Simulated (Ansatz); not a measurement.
Ti (hcp (Mg type), P6_3/mmc) at seven volumes, LDA (plane waves, PAW; program Ansatz), shape and atoms relaxed at each. One row is withheld.

```tsv
V (Å³/atom)	P (GPa)
14.654	14.07
15.137	8.74
15.620	4.08
16.103	0.00
16.586	-3.57
17.069	-6.68
17.552	?
```

Question: Fit the shown pressures and predict the withheld one.

Answer: P = (3/2)B₀(x^(7/2) − x^(5/2))[1 + (3/4)(B′ − 4)(x − 1)] with x = (V₀/V)^(2/3). Least squares on the six rows gives V₀ = 16.103 Å³/atom, B₀ = 127 GPa, B′ = 3.45. At V = 17.552, x = 0.9442 and P = -9.42 GPa. The run itself gave -9.40 GPa.

Symmetry was held in the LDA relaxation. No spin polarisation was allowed.

Potentials: the later of the program's two PAW sets.
